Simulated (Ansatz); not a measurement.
SrRh₂ (cubic Laves (MgCu2 type), Fd-3m) under volume change, DFT-PBEsol in the program Ansatz with PAW potentials, scaled uniformly.

```
V (Å³/atom)  E − E(relaxed) (meV/atom)  P (GPa)
-----------  -------------------------  -------
16.793                            69.6    14.70
17.347                            29.1     8.93
17.900                             6.9     4.08
18.454                             0.0     0.00
19.007                             6.1    -3.44
19.561                            23.1    -6.33
20.115                            49.3    -8.75
```

### Question
What does a third-order Birch–Murnaghan fit give for V₀, B₀ and B′?

### Answer
V₀ = 18.45 Å³/atom, B₀ = 125 GPa, B′ = 4.7.

The workflow started from an entry of the Crystallography Open Database (COD). Its standing as an ambient phase is unchecked. The PBEsol relaxation kept the symmetry of its start; whether a distortion lowers the energy is not shown. No spin polarisation was allowed.

Potentials: the later of the program's two PAW sets.
